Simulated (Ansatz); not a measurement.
Consider the following.

ZnInGaO₄ (InGaZnO4 type, space group R3m)

```xyz
7
Lattice="1.6780 0.9688 8.7038 -1.6780 0.9688 8.7038 0.0000 -1.9376 8.7038" Properties=species:S:1:pos:R:3 pbc="T T T"
In     0.0000     0.0000    26.0311
Ga     0.0000     0.0000     5.5604
Zn     0.0000     0.0000    20.3982
O      0.0000     0.0000     3.5637
O      0.0000     0.0000    22.9510
O      0.0000     0.0000     7.5401
O      0.0000     0.0000    18.4015
```

Equation-of-state scan: isotropic scaling of the cell above, V₀ being its volume. The atoms relax within the cell's symmetry.

Method: PBE (plane waves to 420 eV, PAW, scalar-relativistic; Ansatz, an electronic-structure program). k mesh 11×11×11 (Γ-centred), Fermi-Dirac smearing 0.05 eV. E stands for the smeared free energy. Stress and pressure are positive under compression. With the shape held, the modulus is that of even scaling; a crystal free to change shape is softer. ZnInGaO4 was relaxed with its symmetry unable to fall. The zero of ΔE is the relaxed starting cell.

The scan covers V/V₀ from 0.840 to 1.160 in 11 points.

**Question.** What is the fitted pressure derivative B₀′?

**Answer.** 4.6.

**Question.** What bulk modulus at fixed cell shape B₀ follows from a third-order Birch-Murnaghan fit?

**Answer.** 154 GPa.

(A scan under strain: stresses follow from slopes of the energy per volume, elastic moduli from its curvatures.)
